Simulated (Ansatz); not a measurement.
Name crystals whose computed values (r²SCAN (plane waves, PAW; program Ansatz)) fall in these windows: B₀ by P(V) fit (GPa) 12 to 15; electron conductivity mass (mₑ) 0.37 to 0.50; gap (eV) 0.79 to 1.1.



```json
[
 {"crystal": "HgTe, P3_121 (Hg on 3a, Te on 3b)", "B₀ by P(V) fit (GPa)": "14.0", "electron conductivity mass (mₑ)": "0.43", "gap (eV)": "0.96"},
 {"crystal": "HgTe, P3_221 (Hg on 3a, Te on 3b)", "B₀ by P(V) fit (GPa)": "14.4", "electron conductivity mass (mₑ)": "0.43", "gap (eV)": "0.96"}
]
```
Others may fit too.

Not the usual ambient phase: HgTe, P3_121 (Hg on 3a, Te on 3b); HgTe, P3_221 (Hg on 3a, Te on 3b). All cells were relaxed under the symmetry of their starts (and spin orders); stability against distortions was not tested throughout. Spin–orbit coupling is left out wherever it is not named.

Potentials: the later of the program's two PAW sets.
